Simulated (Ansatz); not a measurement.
## Notes on a calculation: EuBr2 (MoSi2-type structure)

Method: PBEsol, scalar-relativistic; collinear spin; PAW, 420 eV, Γ-centred 10×10×10 mesh, 0.05 eV Gaussian smearing; code Ansatz; PAW files: Ansatz's generated set soft_2.

The structure was built from a prototype; whether the compound forms in it isn't claimed.

The start:

```yaml
crystal:
  lattice:
    - [-2.02899, 2.02899, 4.96605]
    - [2.02899, -2.02899, 4.96605]
    - [2.02899, 2.02899, -4.96605]
  atoms:
    - { symbol: Eu, position: [0.00000, 0.00000, 0.00000] }
    - { symbol: Br, position: [0.33530, 0.33530, 0.00000] }
    - { symbol: Br, position: [0.66470, 0.66470, 0.00000] }
```

Starting moments (μB, in the order of the atoms): 7.0, 0.0, 0.0.

The runs in order:

```tsv
run	level	k-mesh	kind	V (Å³/atom)	P (GPa)	E − E(final) (meV/atom)	gap on the mesh (eV)	largest moment (μB)
1	PBEsol	10×10×10	cell and atoms relaxed	29.30	0.0	0.0	metal	6.86
```

The final structure (symmetry read at 0.01 Å). Symmetry: I4/mmm, No. 139, tetragonal system. The conventional cell has a = 3.725 Å, b = 3.725 Å, c = 12.674 Å, α = 90.00°, β = 90.00°, γ = 90.00°. Eu (site symmetry 4/mmm) has 8 Br at 3.13 Å as nearest neighbours. Br (site symmetry 4mm) has 4 Eu at 3.13 Å and 1 Br at 3.36 Å as nearest neighbours. (Neighbours are counted to 15 % beyond the shortest distance.)

At the final geometry the gap, band path included, is zero (metallic) and the site spin moments are Eu 6.86 μB. Against the elements' standard states, run alike and uncorrected, the formation energy is -1.91 eV/atom. The runs in the table took roughly 17 core-minutes.

**Why it comes out so.**

Formal charges Eu²⁺, Br⁻ leave Eu²⁺ with an open 4f⁷ shell. Exchange should fill one spin channel of a half-filled shell and leave an insulator, so a metal points to the functional or the structure. The run still finds no gap: within 0.1 eV of the Fermi level the projected states are 95 % Eu 4f.

Hund's first rule gives Eu²⁺ with 7 f electrons 7 unpaired spins, a spin moment of 7 μB; the run has 6.86 μB on Eu (atomic spheres) and 6.93 f electrons on orthogonalised orbitals. The moment is close to the ion's, so in this run the shell is localised and nearly fully polarised.

Without a U or exact exchange the f states pile up at the Fermi level, so the metal found here may be the functional's error. Scalar-relativistic only: spin–orbit splittings of the heavy atoms' levels are missing. The run wasn't fully tested for a lower electronic state. Site moments are of spin, integrated over atomic spheres. The structure is layered, and this functional has no dispersion term, so the layers' spacing is poorly fixed, often too long, and so is what hangs on it. Only parallel moments were tried, so the real magnetic order may be another.
